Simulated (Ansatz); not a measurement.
**Sc2Ta, before and after**

Recipe of this trial structure of Sc2Ta: ordered superstructure of bcc (P-3m1, No. 164) (sublattice all; occupants of the shared sites, in ratio, Ta: 2, Sc: 4). Lengths were set from tabulated atomic sizes, so they are only a guess.

start.xyz

```xyz
6
Lattice="4.9918 0.0000 0.0000 -2.4959 4.3230 0.0000 0.0000 0.0000 6.1137" Properties=species:S:1:pos:R:3 pbc="T T T"
Sc    0.0000    0.0000    3.0568
Sc    0.0000    2.8820    1.0189
Sc    0.0000    0.0000    0.0000
Sc    2.4959    1.4410    5.0947
Ta    0.0000    2.8820    4.0758
Ta    2.4959    1.4410    2.0379
```

Method: Ansatz, DFT PBE, scalar-relativistic, plane waves, PAW. Cutoff 420 eV, Gaussian smearing, Γ-centred meshes. Cell and atoms relax first on a coarse mesh and then on a finer one. In between, the cell is made exact in the group found at 0.06 Å. In metals the finer mesh still leaves noise of several meV/atom or more. The steps can't lower the symmetry of their start. No spin polarisation in the relaxation; trial moments died out in a coarse test.

end.xyz

```xyz
6
Lattice="4.9169 0.0000 0.0000 -2.4585 4.2582 0.0000 0.0000 0.0000 6.1361" Properties=species:S:1:pos:R:3 pbc="T T T"
Sc    0.0000    0.0000    3.0681
Sc    0.0000    2.8388    0.9703
Sc    0.0000    0.0000    0.0000
Sc    2.4585    1.4194    5.1659
Ta    0.0000    2.8388    3.8174
Ta    2.4585    1.4194    2.3188
```

The symmetry stays P-3m1 (No. 164). The volume per atom shrinks by 2.6 %, from 22.0 to 21.4 Å³. The shortest distance goes from 3.06 Å (Sc–Ta and Sc–Sc) to 2.85 Å (Sc–Ta).

* Volume per atom: 21.41 Å³
* Density: 7.00 g/cm³
* Energy over the elements: +0.30 eV/atom
* Gap on the 12×12×6 mesh of the 6-atom cell: 0 eV (a metal)

The zero of energy is the elements' standard structures at the same level; no fitted shifts are applied. It can't be a ground state, since the elements alone are lower.

The last run used Gaussian smearing of 0.10 eV. Spin–orbit coupling, which can matter for Ta, is left out. A structure relaxed within its symmetry needn't be a true minimum. In all, the 3 runs took 3.3 min on 1 thread of Intel(R) Xeon(R) Processor @ 2.70GHz (shared host).
